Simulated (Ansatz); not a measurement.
**CO in Ansatz, settings compared**

Launch command:

```bash
ansatz run input.yaml --threads 1 --pin off --max-ram 2560MiB --backend cpu --events-out ev --progress --plain --runs-dir out
```

Input:

```yaml
crystal:
  lattice:
    - [5.63, 0.0, 0.0]
    - [0.0, 5.63, 0.0]
    - [0.0, 0.0, 5.63]
  atoms:
    - { symbol: C, position: [0.958, 0.958, 0.958] }
    - { symbol: C, position: [0.542, 0.042, 0.458] }
    - { symbol: C, position: [0.458, 0.542, 0.042] }
    - { symbol: C, position: [0.042, 0.458, 0.542] }
    - { symbol: O, position: [0.067, 0.067, 0.067] }
    - { symbol: O, position: [0.433, 0.933, 0.567] }
    - { symbol: O, position: [0.567, 0.433, 0.933] }
    - { symbol: O, position: [0.933, 0.567, 0.433] }
  symmetry: { tolerance: 0.0003 }
kpoints:
  mp_grid: { grid: [3, 3, 3], shift: [0, 0, 0] }
magnetization:
  spin_polarized: false
scf:
  occupations: { method: methfessel_paxton, width: 0.2125 }
hamiltonian:
  pseudopotentials: { kind: paw }
  xc: r2scan
basis:
  ecutwfc: 500
output:
  forces: true
  stress: true
  eigenvalues: true
```

Origin of the cell: a database entry, scaled a little.

Output of this run (shortened):

```
Pseudopotentials: kind: paw
Pseudopotential: C, paw, valence charge 4, recommended cutoff 500 eV (meta_gga), C.paw.azcp
Pseudopotential: O, paw, valence charge 6, recommended cutoff 500 eV (meta_gga), O.paw.azcp
Functional definition: r2SCAN
  exchange = r2scan_x(k0 = k0, k1 = k1, a1 = a1)
  correlation = r2scan_c
Crystal: 8 atoms, lattice volume = 178.454 Å³
Basis set: ecut = 500 eV, 4553 PW (Γ), exchange–correlation on 180×180×180 points (64 copies of the dense FFT grid, shifted against one another)
Bands: 28, of which v1, the nominal top of the filled ones, is band 20 counted from 1 (19 counted from 0)
Symmetry: 12 space group operations
Space group: P213 (ITA 198), of the structure as read, at distance tolerance 1.7e-3 Å
[… 7 lines left out …]
Initial density: superposition of atomic densities (neutral atoms: chi_scale 0, normalization atom), corrected by the library's trained network
Functional: x = r2scan, c = r2scan; τ floored in thin density (d = 2e-4 eV/Å³)
SCF iter   1: F=—  HF=-3272.284225 eV  Δρ=7.67e-3  dr2=5.88e-2  dr2_τ=2.01e0
SCF iter   2: F=—  HF=-3272.368086 eV  S|Δr|=    0.00e0  Δρ=3.33e-3  dr2=1.48e-2  dr2_τ=1.92e-3  defer=11
SCF iter   3: F=—  HF=-3272.359693 eV  S|Δr|=    0.00e0  Δρ=1.62e-3  dr2=3.62e-3  dr2_τ=3.82e-4  defer=7
SCF iter   4: F=—  HF=-3272.359085 eV  S|Δr|=    0.00e0  Δρ=2.78e-4  dr2=1.02e-4  dr2_τ=1.50e-5  defer=7
SCF iter   5: F=—  HF=-3272.359194 eV  S|Δr|=    0.00e0  Δρ=1.18e-4  dr2=1.28e-5  dr2_τ=3.43e-6  defer=7
SCF iter   6: F=—  HF=-3272.359142 eV  S|Δr|=    0.00e0  Δρ=2.36e-5  dr2=6.29e-7  dr2_τ=1.09e-7  defer=7
SCF iter   7: F=-3272.359145 eV  HF=-3272.359145 eV  S|Δr|=    0.00e0  Δρ=4.37e-6  dr2=3.04e-8  dr2_τ=2.58e-9
SCF 1 converged in 7 iterations: F = -3272.359145 eV  dr2 = 3.04e-8
SCF converged after 7 iterations
Stability not checked: this state was not tested for a lower state beside it, because cold or Methfessel-Paxton smearing, or corrected tetrahedra, fill the levels in a way that the test cannot read (fill_not_monotonic; […]
Free energy (F): -3272.359145 eV
Harris-Foulkes:  -3272.359145 eV  (|F-HF|=4.90e-8)
Internal energy: -3272.359145 eV  (E = F + TS)
E sigma→0 (E₀):  -3272.359145 eV
Fermi energy:    -1.049723 eV
--- Per-component energies (eV) ---
  E_band       = -475.317295
  E_kinetic    = 1034.860486
  E_local      = -3252.303860  (includes V_loc(G=0)·N_el)
  E_nonlocal   = 315.975712
  E_hartree    = 1111.618125
  E_xc         = -465.009971
  E_vxc        = -664.727570  (∫ρ·V_xc dr)
  E_paw        = -1046.812305  (= ΣΔE_a)
  E_vpaw       = -178.521932  (= ΣTr[D̂ρ^β])
  E_aug_tail   = 0.004220  (compensation charges beyond the density's cutoff)
  E_vtau       = 46.161303  (kinetic-family band-sum trace: ∫τ·v_τ [+ j·A + Jᵃ·Aᵃ] dr)
  E_ewald      = -970.464693
  E_core_change = -0.226859  (= ΣΔE_core)
  E_smearing   = 0.000000  (= −TS)
  Σ components = -3272.359145   (vs F -3272.359145, Δ=0.00e0)
--- Forces (eV/Å), atoms counted from 1 ---
[… 3 lines left out …]
  atom   4  C      5.566572    -5.566572     5.566572
  atom   5  O      5.577212     5.577212     5.577212
  atom   6  O     -5.577212    -5.577212     5.577212
  atom   7  O      5.577212    -5.577212    -5.577212
  atom   8  O     -5.577212     5.577212    -5.577212
  max |Σ_I F_I| component: 1.78e-15 eV/Å
--- Stress (GPa, compression-positive) ---
       12.336532      -0.000000       0.000000
       -0.000000      12.336532       0.000000
        0.000000       0.000000      12.336532
  P = ⅓ Tr σ = 12.3365 GPa (123.365 kbar)
```

The same input was run again with these changes:

1. `crystal.symmetry` { tolerance: 0.0003 } → { detect: false }; `scf.initial_density.chi_scale` default → 0.1
2. `basis.ecutwfc` 500 → "29.4 Ry"; `hamiltonian.xc` r2scan → pbe; `magnetization` { spin_polarized: false } → { spin_polarized: true } (starts: ferro); typed moments: C1 3, C2 3, C3 3, C4 3, O5 1, O6 1, O7 1, O8 3
3. `scf.mixing.algorithm` default → anderson; `scf.mixing.beta` default → 0.3
4. `scf.occupations.method` methfessel_paxton → gaussian; `scf.occupations.width` 0.2125 → 0.025; `basis.ecutwfc` 500 → "40.4 Ry"; `crystal.symmetry` { tolerance: 0.0003 } → { detect: false }

| run | end | SCF iterations | P (GPa) | max force component (eV/Å) | moment (μB) | ΔE(σ→0) (meV/atom) |
| --- | --- | --- | --- | --- | --- | --- |
| base | converged | 7 | 12.34 | 5.577 | – | 0 |
| 1 | converged | 9 | 12.34 | 5.577 | – | 0.00 |
| 2 | converged | 16 | 14.02 | 6.120 | 0.00 | – |
| 3 | converged | 10 | 12.34 | 5.577 | – | 0.00 |
| 4 | converged | 8 | 12.31 | 5.564 | – | -1.60 |

Energies are compared only where functional, datasets, charge and starting cell are the same.

Caveats of the base run: the database entry stands far from equilibrium and may be faulty; wide smearing.

Run 2: a starting moment was lost; the cutoff lies below the datasets' advice.

Time of the base run: 5.8 s on 1 thread of Arm Neoverse V2, with other jobs on the host, peak memory 0.68 GiB, from the program's own first density.
